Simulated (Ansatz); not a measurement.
Cu Kα1 powder pattern (kinematic, no thermal factors).
2θ (°) (relative intensity): 14.86 (46), 25.66 (15), 29.78 (100), 29.98 (91), 39.86 (11), 45.24 (24), 45.66 (3), 47.88 (79), 52.74 (21), 53.11 (19), 55.23 (26), 61.86 (25), 62.30 (9), 66.23 (26), 68.52 (3), 71.97 (3), 73.97 (14), 79.88 (4), 80.28 (8), 83.56 (4), 85.48 (12), 85.97 (9), 86.27 (5), 89.51 (9)

The pattern is computed from a structure relaxed with Ansatz 0.2.0, DFT PBE, scalar-relativistic, plane waves, PAW. No spin polarisation. Its elements are F, Ge.

Q: Give the structure.

A: GeF5.
Space group P6/mmm (No. 191). a = 4.005 Å, b = 4.005 Å, c = 5.956 Å, α = 90.00°, β = 90.00°, γ = 120.00°
| atom | site | symmetry | x | y | z |
| --- | --- | --- | --- | --- | --- |
| Ge | 1a | 6/mmm | 0.0000 | 0.0000 | 0.0000 |
| F | 3g | mmm | 0.0000 | 0.5000 | 0.5000 |
| F | 2c | -6m2 | 0.3333 | 0.6667 | 0.0000 |

A pattern alone doesn't exclude other cells with like lines; this is the one computed.

The cell was found from a structure generator's guess, not taken from experiment. No dispersion correction is applied, so the spacing between layers, chains or molecules is poorly fixed.
